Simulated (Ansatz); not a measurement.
With LDA in the plane-wave PAW code Ansatz, Cl in the molecular I2 type structure (Cmce) relaxes to a = 6.187 Å, b = 3.714 Å, c = 7.793 Å.

The Kohn–Sham gap is 1.86 eV (smallest direct gap 1.87 eV).

The LDA relaxation kept the symmetry of its start. The substance is a gas or liquid at ambient conditions; this is its low-temperature solid. The volume lies over 15 % below that of the usual cell of this phase: another minimum, or an error of the functional. A crystal of weakly bound units computed without a dispersion correction: the cell and the soft elastic constants depend strongly on that.

Potentials: the later of the program's two PAW sets.
